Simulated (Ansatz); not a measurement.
**Computed energy against volume: VO2 (rutile)**

VO₂ (rutile)

```xyz
6
Lattice="4.5362 0.0000 0.0000 0.0000 4.5362 0.0000 0.0000 0.0000 2.8023" Properties=species:S:1:pos:R:3 pbc="T T T"
V      0.0000     0.0000     0.0000
V      2.2681     2.2681     1.4012
O      1.3563     1.3563     0.0000
O      3.6244     0.9118     1.4012
O      0.9118     3.6244     1.4012
O      3.1800     3.1800     0.0000
```

E(V) scan at fixed shape, V₀ the volume above. The atoms relax within the cell's symmetry.

Computed with PBEsol (plane waves to 420 eV, PAW, scalar-relativistic; Ansatz, a quantum-chemistry and plane-wave program). k mesh 10×10×17 (Γ-centred), Fermi-Dirac smearing 0.05 eV. The energy includes the smearing's −TS. Compression counts positive. With the shape held, the modulus is that of even scaling; a crystal free to change shape is softer. Relaxed VO2 ends ferromagnetic. This is a high-temperature form of VO2. VO2 is run spin-polarised and with no Hubbard U. VO2 was relaxed with its symmetry unable to fall. Other magnetic orders were not checked, so this need not be the ground state. The zero of ΔE is the relaxed starting cell.

```json
[
 {"V/V₀": "0.900", "ΔE (eV/atom)": "0.090", "P (GPa)": "33.2", "moment (μB/cell)": "1.67"},
 {"V/V₀": "0.925", "ΔE (eV/atom)": "0.048", "P (GPa)": "23.1", "moment (μB/cell)": "1.78"},
 {"V/V₀": "0.950", "ΔE (eV/atom)": "0.020", "P (GPa)": "14.3", "moment (μB/cell)": "1.86"},
 {"V/V₀": "0.975", "ΔE (eV/atom)": "0.005", "P (GPa)": "6.7", "moment (μB/cell)": "1.93"},
 {"V/V₀": "1.000", "ΔE (eV/atom)": "0.000", "P (GPa)": "0.0", "moment (μB/cell)": "1.97"},
 {"V/V₀": "1.025", "ΔE (eV/atom)": "0.004", "P (GPa)": "-5.8", "moment (μB/cell)": "1.99"},
 {"V/V₀": "1.050", "ΔE (eV/atom)": "0.017", "P (GPa)": "-10.8", "moment (μB/cell)": "2.00"},
 {"V/V₀": "1.075", "ΔE (eV/atom)": "0.036", "P (GPa)": "-15.0", "moment (μB/cell)": "2.00"},
 {"V/V₀": "1.100", "ΔE (eV/atom)": "0.062", "P (GPa)": "-18.6", "moment (μB/cell)": "2.00"}
]
```

Key numbers:

Pressure at the smallest volume: 33.2 GPa
Energy cost of the largest compression: 90 meV/atom
Energy cost of the largest expansion: 62 meV/atom
Bulk modulus at fixed cell shape B₀ (third-order Birch-Murnaghan fit): 246 GPa
Pressure derivative B₀′ (fit): 4.7
Equilibrium volume of the fit: 9.61 Å³/atom
Pressure for 5 % compression (fit): 14.3 GPa

(Under strain, the slope of the energy per volume gives the stress and its curvature an elastic modulus.)
